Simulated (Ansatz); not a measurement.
BaCo2Ge2 in space group I4/mmm (No. 139; Ba on 2a, Co on 4d, Ge on 4e), PBE in the plane-wave PAW code Ansatz, all energies at zero smearing, with the estimated change up to a 700 eV cutoff added, with one set of potentials and settings (totals compare only within such a set). Cell of 5 atoms (1 Ba, 2 Co, 2 Ge): -24793.738 eV.

```
element                                reference phase  E (eV/atom)
-------  ---------------------------------------------  -----------
Ba                          Im-3m, 1 atoms in the cell   -5949.5401
Co       P6_3/mmc, 2 atoms in the cell, spin-polarised   -5126.1559
Ge                          Fd-3m, 2 atoms in the cell   -4294.9847
```

Formation energy per atom, worked out: (-24793.738 − 1×(-5949.5401) − 2×(-5126.1559) − 2×(-4294.9847))/5 = -0.383 eV/atom (-37 kJ per mol of atoms), at 0 K, without zero-point energy or fitted corrections.

The first step of the workflow began from a Materials Project structure, measured or hypothetical; the Crystallography Open Database copy checked does not list it. Its standing as an ambient phase is unchecked. The PBE relaxation kept the symmetry of its start; of distortions, only those at the zone centre were tested. The run is not spin-polarised. The references are the lowest solids computed at this level, not always the standard phases. Scalar-relativistic: spin–orbit coupling is off unless named, which matters more the heavier the elements.

Potentials: the later of the program's two PAW sets.
